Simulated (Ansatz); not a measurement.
## InRh: moving In off its site

InRh, Pm-3m, a = 3.196 Å (as given, not relaxed at this level: 1.3 GPa). The structure is a COD entry; whether it is the stable form wasn't checked. Ansatz: r2SCAN, PAW, 500 eV, Γ-centred 16×16×16 mesh on 2 atoms, Gaussian smearing 0.15 eV; no spin polarisation.

```xyz
2
Lattice="3.1960 0.0000 0.0000 0.0000 3.1960 0.0000 0.0000 0.0000 3.1960" Properties=species:S:1:pos:R:3 pbc="T T T"
In    1.5980    1.5980    1.5980
Rh    0.0000    0.0000    0.0000
```

Atom 1 (In) moves by x along the unit vector (0.000, 1.000, 0.000), with its periodic images; all else is held. y is the free energy of the cell over the start, F the force along the path summed over the moved atoms. Symmetry makes y even in x.

```tsv
x (Å)	y (meV)	F (eV/Å)
-0.1000	?	?
-0.0500	7.92	0.32
0.0000	0.00	0.00
0.0125	0.50	-0.08
0.0250	1.98	-0.16
0.0375	4.46	-0.24
0.0625	12.38	-0.40
0.0750	17.82	-0.48
0.0875	24.26	-0.55
```

Question: Fit y = c2 x² + c4 x⁴ to the energies of the other rows, give the force constant, and predict energy and force of the missing row.

Answer: Least squares on the rows shown. y = 3169.0 x² − 72.122 x⁴. The force constant is 2 c2 = 6.34 eV/Å² (for all images moving together, not for a lone atom). With two atoms in a cubic cell this is the optical mode at Γ (in a metal it hangs on mesh and smearing): ω = 521.5 √(2 c2/μ) = 178 cm⁻¹ for μ = 54.27 u. The force −dy/dx at the missing row is 0.63 eV/Å (computed 0.63). At x = -0.1000 the fit asked for gives 31.68 meV. The run gave 31.68 meV, the same to the digits shown.